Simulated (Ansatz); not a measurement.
## Rocksalt alloy of MgO and CaO (10 of 32 Mg sites exchanged), 64 atoms

Level of theory: DFT, PBEsol, PAW, plane waves (Ansatz).

Command (of this form; memory limits and the device number are left out):

```sh
ansatz run in.yaml --threads 8 --pin off --runs-dir r --events-out ev --progress --plain --backend cuda
```

The input less its lattice and atoms:

```yaml
kpoints:
  mp_grid: { grid: [1, 1, 1], shift: [0.5, 0.5, 0.5] }
hamiltonian:
  xc: pbesol
scf:
  occupations: { method: fermi_dirac, width: 0.01 }
relax:
  f_tol: 0.03
  max_steps: 80
  escape_saddle: false
  adjacent_minimum: "off"
  cell: { fix: [shape] }
output:
  forces: true
  eigenvalues: true
  populations: true
```

Start:

```
O Mg Ca
1.0
     8.77179    0.00000    0.00000
     0.00000    8.77179    0.00000
     0.00000    0.00000    8.77179
O Mg Ca
32 22 10
Cartesian
  2.1806 8.7544 8.7640
  2.1795 8.7641 4.3792
  2.1843 4.3954 8.7445
  2.2084 4.3894 4.3731
  6.5856 8.7680 8.7666
  6.5839 0.0113 4.3875
  6.6042 4.4160 0.0141
  6.6006 4.4121 4.3887
  0.0007 2.1796 0.0317
  8.7660 2.1914 4.3505
  8.7585 6.5255 0.0143
  8.7404 6.5963 4.3801
  4.3556 2.2127 0.0123
  4.3577 2.2097 4.3820
  4.3791 6.5914 8.7401
  4.3434 6.5820 4.3826
  8.7564 0.0085 2.2317
  0.0157 0.0094 6.5827
  0.0031 4.4118 2.2076
  8.7527 4.3632 6.5864
  4.3692 0.0270 2.1943
  4.3792 0.0120 6.5934
  4.3808 4.3813 2.1913
  4.3754 4.4295 6.5655
  2.1829 2.1913 2.2028
  2.1722 2.1739 6.5575
  2.1952 6.6251 2.1523
  2.2142 6.5919 6.5959
  6.5784 2.2321 2.1496
  6.5657 2.1664 6.5756
  6.5727 6.5790 2.2094
  6.6008 6.5847 6.5865
  8.7559 0.0108 8.7439
  8.7584 4.3965 8.7566
  4.4202 0.0119 0.0052
  4.3555 8.7647 4.3823
  4.3575 4.3932 0.0054
  4.3779 4.4064 4.3824
  2.1673 2.1920 4.3884
  2.2090 6.5881 8.7638
  6.5543 2.2135 8.7577
  6.6038 6.5759 4.3677
  2.1978 0.0069 2.1922
  2.2166 8.7624 6.5652
  2.2263 4.3981 2.2427
  6.6080 0.0219 2.2096
  6.6088 4.4036 2.1827
  6.5634 4.3982 6.5787
  0.0482 2.1779 2.2012
  8.7546 2.1718 6.5631
  8.7501 6.5887 2.1516
  4.4352 2.1731 2.2093
  4.4080 2.2031 6.5715
  4.3771 6.5657 2.1981
  8.7491 0.0359 4.4032
  8.7430 4.4053 4.4112
  2.1778 2.1966 0.0035
  2.2024 6.5559 4.4135
  6.6124 2.1925 4.4086
  6.6116 6.5770 0.0175
  2.1810 4.3713 6.5839
  6.5669 8.7634 6.5873
  8.7109 6.5844 6.5883
  4.4114 6.5816 6.5660
```

Steps:

| step | energy less the first (eV) | largest force component (eV/Å) | pressure (GPa) |
| --- | --- | --- | --- |
| start | 0.000 | 1.983 | 4.92 |
| 1 | -3.363 | 0.656 | -0.26 |
| 2 | -4.016 | 0.179 | -0.15 |
| 3 | -4.044 | 0.026 | -0.01 |
| 4 | -4.074 | 0.026 | 0.08 |
| 5 | -4.073 | 0.001 | 0.00 |

A structure on the way, about -4.02 eV from the start:

```
O Mg Ca
1.0
     8.82512    0.00000    0.00000
     0.00000    8.82512    0.00000
     0.00000    0.00000    8.82512
O Mg Ca
32 22 10
Direct
  0.25330 0.99336 0.00600
  0.26302 0.00928 0.49282
  0.25381 0.50923 0.01128
  0.26355 0.49240 0.48692
  0.74611 0.00913 0.01164
  0.73598 0.99248 0.48717
  0.74597 0.49187 0.00580
  0.73661 0.50839 0.49259
  0.99098 0.25014 0.00410
  0.00936 0.25077 0.49647
  0.00869 0.75013 0.01271
  0.99083 0.75073 0.48522
  0.50759 0.25026 0.00415
  0.49241 0.25051 0.49599
  0.49194 0.75060 0.01256
  0.50756 0.75045 0.48556
  0.00147 0.00397 0.23823
  0.01011 0.01418 0.76542
  0.99752 0.49681 0.23799
  0.98962 0.48684 0.76502
  0.49793 0.00429 0.24656
  0.48992 0.01403 0.75469
  0.50134 0.49681 0.24649
  0.50969 0.48699 0.75400
  0.24991 0.24932 0.25694
  0.24982 0.24164 0.74140
  0.25018 0.75230 0.24233
  0.24996 0.76244 0.75945
  0.74911 0.25161 0.24244
  0.74918 0.25898 0.76030
  0.74861 0.74887 0.25634
  0.75017 0.73846 0.74018
  0.00391 0.00596 0.00675
  0.99511 0.49518 0.00668
  0.49627 0.00518 0.00852
  0.49746 0.00545 0.48868
  0.50339 0.49591 0.00859
  0.50192 0.49624 0.48880
  0.25570 0.24816 0.49459
  0.25119 0.75343 0.00931
  0.74774 0.25199 0.00548
  0.74328 0.74717 0.48875
  0.25446 0.00245 0.24561
  0.25335 0.00720 0.75625
  0.25476 0.49881 0.24678
  0.74467 0.00228 0.24687
  0.74543 0.49834 0.24544
  0.74610 0.49339 0.75695
  0.99961 0.25078 0.24326
  0.99877 0.25050 0.76106
  0.00050 0.75076 0.24482
  0.50017 0.25048 0.24810
  0.49995 0.25060 0.75188
  0.49956 0.75042 0.24814
  0.00296 0.00275 0.49410
  0.99705 0.49911 0.49384
  0.25074 0.24984 0.00305
  0.25461 0.75324 0.49244
  0.74621 0.25290 0.49721
  0.74941 0.74868 0.00640
  0.25297 0.49614 0.75279
  0.74639 0.00496 0.75349
  0.00015 0.75043 0.75655
  0.50019 0.75061 0.74994
```

End:

```xyz
64
Lattice="8.8216 0.0000 0.0000 0.0000 8.8216 0.0000 0.0000 0.0000 8.8216" Properties=species:S:1:pos:R:3 pbc="T T T"
O     2.2322    8.7599    0.0483
O     2.3225    0.0801    4.3537
O     2.2364    4.4931    0.1018
O     2.3254    4.3480    4.3010
O     6.5828    0.0783    0.1029
O     6.4912    8.7522    4.3011
O     6.5862    4.3393    0.0467
O     6.4943    4.4837    4.3469
O     8.7430    2.2100    0.0319
O     0.0801    2.2122    4.3875
O     0.0739    6.6231    0.1102
O     8.7419    6.6225    4.2840
O     4.4811    2.2102    0.0358
O     4.3418    2.2111    4.3763
O     4.3383    6.6236    0.1128
O     4.4764    6.6200    4.2802
O     0.0132    0.0366    2.0993
O     0.0848    0.1211    6.7505
O     8.8046    4.3851    2.0979
O     8.7332    4.3002    6.7498
O     4.3945    0.0381    2.1766
O     4.3244    0.1246    6.6645
O     4.4227    4.3833    2.1746
O     4.4945    4.2946    6.6631
O     2.2036    2.1997    2.2713
O     2.2019    2.1321    6.5379
O     2.2034    6.6398    2.1372
O     2.2027    6.7250    6.6914
O     6.6154    2.2216    2.1383
O     6.6188    2.2862    6.6990
O     6.6133    6.6043    2.2632
O     6.6167    6.5149    6.5283
Mg    0.0298    0.0360    0.0528
Mg    8.7834    4.3770    0.0523
Mg    4.3862    0.0379    0.0647
Mg    4.3897    0.0447    4.3130
Mg    4.4344    4.3773    0.0646
Mg    4.4254    4.3811    4.3120
Mg    2.2492    2.1890    4.3740
Mg    2.2136    6.6428    0.0766
Mg    6.6038    2.2234    0.0422
Mg    6.5627    6.5940    4.3245
Mg    2.2345    0.0160    2.1744
Mg    2.2342    0.0525    6.6640
Mg    2.2380    4.4086    2.1791
Mg    6.5791    0.0160    2.1808
Mg    6.5827    4.4025    2.1751
Mg    6.5840    4.3626    6.6754
Mg    8.8162    2.2102    2.1544
Mg    8.8128    2.2100    6.6959
Mg    0.0009    6.6218    2.1645
Mg    4.4089    2.2105    2.1930
Mg    4.4078    2.2094    6.6289
Mg    4.4084    6.6215    2.1916
Ca    0.0217    0.0242    4.3679
Ca    8.7968    4.4016    4.3670
Ca    2.2082    2.2010    0.0237
Ca    2.2393    6.6427    4.3532
Ca    6.5845    2.2277    4.3924
Ca    6.6098    6.6067    0.0510
Ca    2.2287    4.3817    6.6347
Ca    6.5888    0.0382    6.6388
Ca    0.0001    6.6210    6.6594
Ca    4.4104    6.6199    6.6109
```

The run converged.

Time: 8.8 s of wall time on one NVIDIA GB300 with 8 processor threads, on a host shared with other runs; peak host memory 2 GiB.

(1) How much energy did the relaxation gain, and which atom moved most?

## Answers

(1) 4.07 eV in 5 steps, from a start with small random displacements; atom 24 (O) moved 0.20 Å, the median atom 0.09 Å (drift of the whole cell removed).
